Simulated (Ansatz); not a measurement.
OH in its lowest state found on the top face of a (100) slab of Rh (Fm-3m (No. 225)), 4 planes, outer planes Rh (top) and Rh (bottom); 1 a cell of 7.14 Å², its atoms last:

```
Rh O H
1.0
     2.67286    0.00000    0.00000
     0.00000    2.67286    0.00000
     0.00000    0.00000   25.54999
Rh O H
4 1 1
Cartesian
  1.3364 1.3364 8.5000
  0.0000 0.0000 10.3900
  1.3364 1.3321 12.2634
  -0.0001 -0.0050 14.1705
  1.3364 0.0002 15.7273
  1.3365 -0.9294 16.0888
```

These are results of DFT PBEsol, scalar-relativistic, plane waves, PAW (Ansatz), not measurements. Settings: cutoff 420 eV, Γ-centred mesh 11×11×1 on the computed 6-atom cell, Gaussian smearing of 0.10 eV; no spin polarisation. A dipole correction removes the field between periodic images along c.

The clean top face has a work function of 5.23 eV. Adsorption changes the slab's dipole along +c by Δp = +0.0370 e·Å a cell (+0.18 D an adsorbate).

Problem. What change of work function does the Helmholtz equation give?

Solution. A sheet of dipoles makes a step in an electron's potential energy of −e·Δp/(ε0·A), and e/ε0 = 180.95 eV·Å for Δp in e·Å: −180.95 × (0.0370)/7.14 = -0.94 eV. This is the change of φ(top) − φ(bottom). If the bottom face is unmoved, φ(top) becomes 4.29 eV.

Problem. How does that compare with the calculation?

Solution. φ(top) changes by -0.93 eV and φ(bottom) by +0.01 eV, so their difference changes by -0.94 eV. The bottom face hardly moves.

Problem. What does the sign say about the electrons?

Solution. The change of dipole points out of the surface, so the work function falls. The molecule's own dipole can set this sign. Δp also holds the adsorbate's own dipole and the moves of the surface atoms, so it isn't a charge transfer alone.

Spin polarisation was left out, and a magnetic state may lie lower.